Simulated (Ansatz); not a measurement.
## Two states of Sr$_{2}$CrGeO$_{6}$

```
Cr Ge O Sr
1.0
     0.00000    3.93959    3.93959
     3.93959    0.00000    3.93959
     3.93959    3.93959    0.00000
Cr Ge O Sr
1 1 6 2
Direct
  0.50000 0.50000 0.50000
  0.00000 0.00000 0.00000
  0.72500 0.27500 0.27500
  0.27500 0.72500 0.27500
  0.27500 0.72500 0.72500
  0.72500 0.27500 0.72500
  0.27500 0.27500 0.72500
  0.72500 0.72500 0.27500
  0.25000 0.25000 0.25000
  0.75000 0.75000 0.75000
```

Single point in Ansatz 0.2.0 with PBE. Cutoff 420 eV, PAW datasets, 5×5×5 Γ-centred k mesh, gaussian filling (width 0.0171 eV).

State A: Cr1 up (collinear spin). State B: no moments (no spin polarisation).

**Question.** Compare the two self-consistent states.

**Answer.** State A is lower by 10.3 meV an atom at zero smearing.

```
state  free energy (meV/atom)  largest moment in a small sphere (μB)  net moment (μB/cell)  gap on mesh (eV)  pressure (GPa)  largest force (eV/Å)
    A                     0.0                                   0.75                  1.03             metal             7.5                  3.87
    B                    10.3                                   0.00                  0.00             metal             8.5                  3.38
```

Origin: a known structure type with other elements, at an estimated volume, so it need not be a known compound. Caveats: semilocal functionals often miss the gap of such magnets; atoms or cell far from equilibrium.
